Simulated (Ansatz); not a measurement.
LaBi₂Au, first-principles data

LaBi2Au:
```
LaBi2Au
1.0
    4.69439     0.00000     0.00000
    0.00000     4.69439     0.00000
    0.00000     0.00000    10.23017
Bi La Au
4 2 2
Direct
  0.50000   0.00000   0.82163
  0.00000   0.50000   0.17837
  0.00000   0.00000   0.50000
  0.50000   0.50000   0.50000
  0.00000   0.50000   0.76196
  0.50000   0.00000   0.23804
  0.00000   0.00000   0.00000
  0.50000   0.50000   0.00000
```

Space group P4/nmm (No. 129); conventional cell a = b = 4.694 Å, c = 10.230 Å, α = β = γ = 90.00°.

Method: r²SCAN in the plane-wave PAW code Ansatz. The cell and atoms are relaxed at this level. Other levels are named where they apply.

### Cell and energy

- Volume per atom = 28.18 Å³
- Density = 11.10 g/cm³
- Formation energy from the elements (no fitted shifts) = -0.72 eV/atom

### Electronic structure

- Electronic character = metallic (no gap)
- Density of states at the Fermi level = 0.35 states/eV per atom (mean over ±0.08 eV)
- Gap with spin–orbit coupling = none (metallic)

### Mechanics

- Bulk modulus (Birch–Murnaghan fit) = 61.8 GPa
- Pressure derivative B′ = 4.9

### Charges

- Bader charges = Bi -0.55 to -0.26, La +1.51, Au -0.70 e

The measured cell (COD 1561799, doi:10.1016/j.jssc.2015.07.013; 100 K, pressure taken as ambient) has 26.54 Å³ per atom; the computed volume differs by 6.2 %, which includes thermal expansion and zero-point motion, and at this size may mean another phase or pressure.

The workflow started from an entry of the Crystallography Open Database (COD, 100 K). Whether it is the stable phase at ambient conditions was not checked. Symmetry was held in the r²SCAN relaxation; whether a distortion lowers the energy is not shown. Axis ratios of metals converge slowly with the k-mesh, so a and c are less sure than the volume. The references are the lowest solids computed at this level, not always the standard phases. Scalar-relativistic: spin–orbit coupling is off unless named, which matters more the heavier the elements.

Potentials: the later of the program's two PAW sets.
